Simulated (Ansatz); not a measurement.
Ca$_{4}$Bi$_{2}$O:
```yaml
crystal:
  lattice:
    - [-2.36859, 2.36859, 8.28006]
    - [2.36859, -2.36859, 8.28006]
    - [2.36859, 2.36859, -8.28006]
  atoms:
    - { symbol: Ca, position: [0.33658, 0.33658, 0.00000] }
    - { symbol: Ca, position: [0.66342, 0.66342, 0.00000] }
    - { symbol: Ca, position: [0.50000, 0.00000, 0.50000] }
    - { symbol: Ca, position: [0.00000, 0.50000, 0.50000] }
    - { symbol: Bi, position: [0.14051, 0.14051, 0.00000] }
    - { symbol: Bi, position: [0.85949, 0.85949, 0.00000] }
    - { symbol: O, position: [0.50000, 0.50000, 0.00000] }
```

Relaxed with HSE06. Special points in fractions of this cell's reciprocal vectors: Γ (0.000, 0.000, 0.000); X (0.000, 0.000, 0.500); P (0.250, 0.250, 0.250); N (0.000, 0.500, 0.000); M (0.500, 0.500, -0.500); S (0.270, 0.730, -0.270); S0 (-0.270, 0.270, 0.270); R (-0.041, 0.041, 0.500); G (0.500, 0.500, -0.041).

Task: List the band energies nearest the valence-band maximum at these points for the program Ansatz at the HSE06 level (PAW).

Result: In eV from the valence-band maximum; about four levels below and three above (degenerate sets whole), none deeper than 8.9 eV; points with the same levels are listed once.

```
k                        below           above
-  ---------------------------  --------------
Γ  -0.89 -0.89 -0.05 0.00 0.00  1.91 2.06 2.07
X      -2.09 -1.72 -1.71 -1.17  1.96 2.38 2.91
P      -1.87 -1.87 -1.68 -1.21  2.15 2.15 3.00
N      -1.86 -1.16 -0.91 -0.80  2.64 3.07 3.10
M      -0.67 -0.67 -0.39 -0.39  1.45 1.77 2.65
S      -1.95 -1.08 -0.89 -0.81  2.53 2.83 3.12
R      -2.15 -1.71 -1.66 -1.17  1.98 2.42 2.93
```

Space group I4/mmm. The workflow started from a Materials Project entry (that database holds measured and hypothetical structures alike); the Crystallography Open Database copy checked does not list it. Whether it is the stable phase at ambient conditions was not checked. The cell was relaxed with HSE06 under the symmetry of its start; its stability against distortions is not shown here. The hybrid was solved on a coarse mesh, the path and, where they were found, the r²SCAN edge points; its band edges are the extreme levels among these. Spin–orbit coupling is left out wherever it is not named.

Potentials: the later of the program's two PAW sets.
